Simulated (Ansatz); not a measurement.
Relaxed C (diamond):

```xyz
4
Lattice="0.0000 3.5603 3.5603 1.7801 0.0000 1.7801 1.7801 1.7801 0.0000" Properties=species:S:1:pos:R:3 pbc="T T T"
C      1.7801     1.7801     1.7801
C      1.7801     3.5603     3.5603
C      2.6702     2.6702     2.6702
C      2.6702     4.4503     4.4503
```

These are r2SCAN (plane waves to 500 eV, PAW, scalar-relativistic; Ansatz, a quantum-chemistry and plane-wave program) values and carry that method's errors. k mesh 13×13×13 (Γ-centred), Fermi-Dirac smearing 0.05 eV. As the smearing reaches across the gap at some points, energies and forces of such displacements shift with the k mesh and the smearing. C was relaxed with its symmetry unable to fall. The PAW data are Ansatz's earlier set.

One atom of the cell was then moved (with its periodic images), all else fixed, and the forces (eV/Å) came out as:

```
atom      Fx      Fy      Fz
----  ------  ------  ------
C1     2.193   1.356   2.831
C2     0.050   0.908   1.174
C3    -1.871  -2.852  -4.589
C4    -0.372   0.587   0.584
```

Problem. Which atom was moved, and by which vector (Å)?

Solution. C3, by (0.09, 0.09, 0.13), 0.18 Å in all.

(A displaced cell: forces are minus the slopes of the energy, force constants its curvatures, and phonons follow from these.)
